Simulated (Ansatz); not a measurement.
## Ansatz 0.2.0, relaxation: KIrO₃

The input file (Ansatz 0.2.0, plane waves):

```yaml
crystal:
  lattice:
    - [3.94692504, 0.0, 0.0]
    - [0.0, 3.94692504, 0.0]
    - [0.0, 0.0, 3.94692504]
  atoms:
    - { symbol: Ir, position: [0.0, 0.0, 0.0], spin: 4.0 }
    - { symbol: O, position: [0.5, 0.0, 0.0] }
    - { symbol: O, position: [0.0, 0.5, 0.0] }
    - { symbol: O, position: [0.0, 0.0, 0.5] }
    - { symbol: K, position: [0.5, 0.5, 0.5] }
kpoints:
  mp_grid: { grid: [6, 6, 6], shift: [0, 0, 0] }
magnetization:
  spin_polarized: true
scf:
  occupations: { method: fermi_dirac }
  lower_state_search: "off"
hamiltonian:
  pseudopotentials: { kind: paw }
  xc: r2scan
basis:
  ecutwfc: 500
  fft_grid_basis: typed
relax:
  max_steps: 60
  cell: { p_target: 0.0 }
  f_tol: 0.03
output:
  forces: true
  stress: true
  eigenvalues: true
  bader: true
  populations: true
  elf: true
  write_potential: true
  volumetric_format: npy
  dos:
    e_range: [-12, 8]
    de: 0.05
    projected: { site_lists: { Ir: [Ir], K: [K], O: [O] } }
  write_density: true
checkpoint:
  read: saved_state
```

Run with:

```bash
ansatz run input.yaml --threads 2 --pin off --max-ram 4096MiB --backend cpu --events-out ev --progress --plain --runs-dir out
```

Origin of the cell: a known structure type with other elements, at an estimated volume, so it need not be a known compound.

The smearing width isn't typed, so it takes its default of 0.1 eV.

The saved state is a converged single point of the same cell. Its moments changed on the way.

Output (shortened):

```
Pseudopotentials: kind: paw
Pseudopotential: Ir, paw, valence charge 17, recommended cutoff 500 eV (meta_gga), Ir.paw.azcp
Pseudopotential: O, paw, valence charge 6, recommended cutoff 500 eV (meta_gga), O.paw.azcp
Pseudopotential: K, paw, valence charge 9, recommended cutoff 500 eV (meta_gga), K.paw.azcp
Functional definition: r2SCAN
  exchange = r2scan_x(k0 = k0, k1 = k1, a1 = a1)
  correlation = r2scan_c
Crystal: 5 atoms, lattice volume = 61.486 Å³
Basis set: ecut = 500 eV, 1551 PW (Γ), exchange–correlation on 120×120×120 points (64 copies of the dense FFT grid, shifted against one another)
Bands: 29, of which v1, the nominal top of the filled ones, is band 22 counted from 1 (21 counted from 0)
Symmetry: 48 space group operations
[… 14 lines left out …]
Starting moments: Σ|m| = 4 μB on 1 of 5 sites; this step starts from the density that it was given
Functional: x = r2scan, c = r2scan; τ floored in thin density (d = 2e-4 eV/Å³)
SCF iter   1: F=-15194.396092 eV  HF=-15194.170462 eV  Δρ=1.26e-2  dr2=1.88e-2  dr2_τ=5.49e-3  dr2_m=1.60e-2  M=1.468 μB ∫|m|=1.484 μB
SCF iter   2: F=-15194.413912 eV  HF=-15194.322661 eV  Δρ=7.95e-3  dr2=8.88e-3  dr2_τ=7.19e-3  dr2_m=7.68e-3  M=1.626 μB ∫|m|=1.645 μB  κ⁻¹=1.0e0(r=1)
SCF iter   3: F=-15194.425537 eV  HF=-15194.414504 eV  Δρ=3.49e-3  dr2=6.69e-4  dr2_τ=1.07e-3  dr2_m=5.46e-3  M=1.760 μB ∫|m|=1.782 μB  κ⁻¹=1.8e-2(r=2)
SCF iter   4: F=-15194.431740 eV  HF=-15194.423365 eV  Δρ=2.57e-3  dr2=4.90e-5  dr2_τ=4.80e-4  dr2_m=3.46e-3  M=1.867 μB ∫|m|=1.893 μB  κ⁻¹=2.7e-3(r=3)
SCF iter   5: F=-15194.435349 eV  HF=-15194.427999 eV  Δρ=1.88e-3  dr2=3.13e-5  dr2_τ=2.52e-4  dr2_m=1.85e-3  M=1.944 μB ∫|m|=1.973 μB  κ⁻¹=3.7e-4(r=4)
SCF iter   6: F=-15194.437315 eV  HF=-15194.431500 eV  Δρ=1.29e-3  dr2=3.26e-5  dr2_τ=1.18e-4  dr2_m=8.74e-4  M=1.996 μB ∫|m|=2.028 μB  κ⁻¹=4.5e-6(r=5)
[… 4 lines left out …]
SCF iter  11: F=-15194.439557 eV  HF=-15194.439553 eV  Δρ=4.10e-5  dr2=1.75e-6  dr2_τ=8.94e-8  dr2_m=3.17e-7  M=2.107 μB ∫|m|=2.149 μB  κ⁻¹=1.8e-3(r=4)
SCF iter  12: F=-15194.439557 eV  HF=-15194.439548 eV  Δρ=2.55e-5  dr2=7.00e-7  dr2_τ=2.69e-8  dr2_m=9.90e-8  M=2.107 μB ∫|m|=2.148 μB  κ⁻¹=4.8e-4(r=5)
SCF iter  13: F=-15194.439557 eV  HF=-15194.439553 eV  Δρ=1.58e-5  dr2=4.56e-7  dr2_τ=5.62e-9  dr2_m=1.12e-8  M=2.107 μB ∫|m|=2.148 μB  κ⁻¹=2.4e-4(r=6)
SCF iter  14: F=-15194.439558 eV  HF=-15194.439558 eV  Δρ=6.54e-6  dr2=6.87e-8  dr2_τ=1.32e-9  dr2_m=2.39e-9  M=2.106 μB ∫|m|=2.147 μB  κ⁻¹=2.5e-5(r=7)
SCF iter  15: F=-15194.439558 eV  HF=-15194.439558 eV  Δρ=4.72e-6  dr2=3.15e-8  dr2_τ=6.99e-10  dr2_m=6.83e-10  M=2.106 μB ∫|m|=2.147 μB  κ⁻¹=1.7e-5(r=8)
SCF iter  16: F=-15194.439558 eV  HF=-15194.439558 eV  Δρ=1.52e-6  dr2=1.51e-9  dr2_τ=9.34e-11  dr2_m=7.70e-10  M=2.106 μB ∫|m|=2.147 μB
relax step   1: F+E_penalty+E_count = -15194.439558 eV  Δ(F+E_penalty+E_count) = +0.000e0 eV  max|allowed force component| = 0.0 eV/Å  Δτ_max = 0.0000 Å  P = -3.871 GPa  Ω = 61.486 Å³  (16 SC […]
relax step   2: F+E_penalty+E_count = -15194.457651 eV  Δ(F+E_penalty+E_count) = -1.809e-2 eV  max|allowed force component| = 0.0 eV/Å  Δτ_max = 0.0000 Å  P = -0.362 GPa  Ω = 60.200 Å³  energ […]
relax step   3: F+E_penalty+E_count = -15194.457868 eV  Δ(F+E_penalty+E_count) = -2.172e-4 eV  max|allowed force component| = 0.0 eV/Å  Δτ_max = 0.0000 Å  P = +0.020 GPa  Ω = 60.070 Å³  energ […]
relax step   4: F+E_penalty+E_count = -15194.457042 eV  Δ(F+E_penalty+E_count) = +8.260e-4 eV  max|allowed force component| = 0.0 eV/Å  Δτ_max = 0.0000 Å  P = +0.025 GPa  Ω = 60.070 Å³  stress off target by 2.48e-2 GPa […]
SCF 4 converged in 8 iterations: F = -15194.457042 eV  dr2 = 1.37e-11
basis re-selected at this cell: Δ(F+E_penalty+E_count) = +8.260e-4 eV, ΔP = +0.005 GPa vs the last step (what re-selecting the basis moved, of the pressure what is left beyond the Pulay corre […]
SCF converged after 8 iterations
Stability not checked: this state was not tested for a lower state beside it, because the mixer in use, unlike msr1, does not test its closes by its own steps (another_mixer; see scf.mixing.algorithm and scf.lower_state_search)
Magnetization: 2.0376 μB (23.0188 up, 20.9812 down)
Absolute magnetization: 2.0764 μB (∫|ρ↑−ρ↓|, with the PAW one-centre terms)
Spin contamination: 0.0052 ħ² per cell (⟨S²⟩ above its minimum at these occupations)
Per-site moments (μB) at R_I (Å): [(0.829474, 0.807757), (0.277659, 0.807757), (0.277659, 0.807757), (0.277659, 0.807757), (0.005115, 1.142341)]
Free energy (F): -15194.457042 eV
Harris-Foulkes:  -15194.457042 eV  (|F-HF|=2.91e-11)
Internal energy: -15194.382330 eV  (E = F + TS)
E sigma→0 (E₀):  -15194.419686 eV
Entropy (-TS):   -0.074713 eV (-14.943 meV/atom)
Fermi energy:    10.769231 eV
--- Per-component energies (eV) ---
  E_band       = -384.243942
  E_kinetic    = 1401.969389
  E_local      = -3281.191336  (includes V_loc(G=0)·N_el)
  E_nonlocal   = 229.562538
  E_hartree    = 1210.080358
  E_xc         = -606.998293
  E_vxc        = -831.834179  (∫ρ·V_xc dr)
  E_paw        = -10516.598320  (= ΣΔE_a)
  E_vpaw       = -374.003311  (= ΣTr[D̂ρ^β])
  E_aug_tail   = 0.003265  (compensation charges beyond the density's cutoff)
  E_vtau       = 51.088992  (kinetic-family band-sum trace: ∫τ·v_τ [+ j·A + Jᵃ·Aᵃ] dr)
  E_ewald      = -3630.601030
  E_core_change = -0.608901  (= ΣΔE_core)
  E_smearing   = -0.074713  (= −TS)
  Σ components = -15194.457042   (vs F -15194.457042, Δ=0.00e0)
--- Forces (eV/Å), atoms counted from 1 ---
  atom   1  Ir    -0.000000     0.000000     0.000000
  atom   2  O      0.000000     0.000000    -0.000000
  atom   3  O      0.000000    -0.000000     0.000000
  atom   4  O      0.000000     0.000000    -0.000000
  atom   5  K     -0.000000    -0.000000    -0.000000
  max |Σ_I F_I| component: 0.0 eV/Å
--- Stress (GPa, compression-positive) ---
        0.024755       0.000000      -0.000000
        0.000000       0.024755      -0.000000
       -0.000000      -0.000000       0.024755
  P = ⅓ Tr σ = 0.0248 GPa (0.248 kbar)
--- Relaxed structure (3 steps of the walk, 3 accepted, 1 SCFs on fresh bases) ---
  F+E_penalty+E_count = -15194.457042 eV   max|allowed force component| = 0.0 eV/Å   (the final SCF, on the basis selected at the relaxed cell)
  cell:  # Å, volume = 60.0704 Å³
    - [3.916398, 0.0, 0.0]
    - [0.0, 3.916398, 0.0]
    - [0.0, 0.0, 3.916398]
  atoms:
    - { symbol: Ir, position: [0.0, 0.0, 0.0] }
    - { symbol: O, position: [0.500000, 0.0, 0.0] }
    - { symbol: O, position: [0.0, 0.500000, 0.0] }
    - { symbol: O, position: [0.0, 0.0, 0.500000] }
    - { symbol: K, position: [0.500000, 0.500000, 0.500000] }
--- Löwdin populations: 5 sites ---
  site symbol       q [e]    m [muB]
     0     Ir     15.2256     1.0086
     1      O      6.7791     0.3389
     2      O      6.7791     0.3389
     3      O      6.7791     0.3389
     4      K      8.2113     0.0049
  spilling = 0.005131 (of n_electrons = 44.000000)
--- Bader charges: 5 sites ---
  site symbol  charge [e]  shift [e]    m [muB]
     0     Ir      2.1180     0.0005     1.1004
     1      O     -0.9883     0.0002     0.3094
     2      O     -0.9883     0.0002     0.3094
     3      O     -0.9883     0.0002     0.3094
     4      K      0.8469     0.0000     0.0090
  estimated error of the sums over rays = 4.0e-4 e
```

Before:

Space group Pm-3m (No. 221); the run's cell has a = 3.947 Å, b = 3.947 Å, c = 3.947 Å, α = 90.00°, β = 90.00°, γ = 90.00°. Shortest distances: Ir–O 1.97 Å, O–O 2.79 Å, K–O 2.79 Å, Ir–K 3.42 Å.

The relaxed structure.

Space group Pm-3m (No. 221); the run's cell has a = 3.916 Å, b = 3.916 Å, c = 3.916 Å, α = 90.00°, β = 90.00°, γ = 90.00°. Shortest distances: Ir–O 1.96 Å, O–O 2.77 Å, K–O 2.77 Å, Ir–K 3.39 Å.

- Free energy lowered by: 3.5 meV/atom
- Volume change: -2.30 %
- Final pressure: 0.02 GPa
- Relaxation steps listed: 4
- Gap on the mesh: none (metal)
- Site moments at the end (small spheres, which read low): Ir1 +0.8 μB
- Total moment: 2.04 μB

Caveats: no spin-orbit coupling, though heavy elements are present; the relaxation held the start's symmetry, so the end may be a saddle point.

It ran for 48 s of wall time on 2 CPU thread(s) of a shared host, from a saved density.
